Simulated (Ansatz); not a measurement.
Rh (fcc, Cu type), conventional cell a = b = c = 3.8303 Å, α = β = γ = 90.00°. The calculation uses the primitive cell of 1 atom, to which meshes and values per cell refer.

This relaxed cell (volume V₀) is scaled evenly in all directions, its shape held. Symmetry pins the atoms to their sites.

Level of theory: PBE (plane waves to 420 eV, PAW, scalar-relativistic; Ansatz, a quantum-chemistry and plane-wave program). k mesh 21×21×21 (Γ-centred), Fermi-Dirac smearing 0.05 eV. Energies are smeared free energies. Rh is run without spin polarisation. Rh was relaxed with its symmetry unable to fall. The PAW data are Ansatz's earlier set. The zero of ΔE is the relaxed starting cell. The last digit holds for this mesh only.

```csv
V (Å³/atom),ΔE (meV/atom)
11.801,411.5
12.250,244.2
12.700,127.6
13.149,52.8
13.599,12.3
14.048,0.0
14.498,10.8
14.947,40.6
15.397,85.9
15.847,143.7
16.296,211.7
```

**Question.** What is the fitted pressure derivative B₀′?

**Answer.** 5.2.

**Question.** What bulk modulus B₀ follows from a third-order Birch-Murnaghan fit?

**Answer.** 256 GPa. Check by three points about V = 14.048 Å³/atom, step 0.899: d²E/dV² ≈ (53 − 2·0 + 41) meV / 0.899² = 0.116 eV/Å⁶, and V·d²E/dV² × 160.2 = 262 GPa.

(Under strain, the slope of the energy per volume gives the stress and its curvature an elastic modulus.)
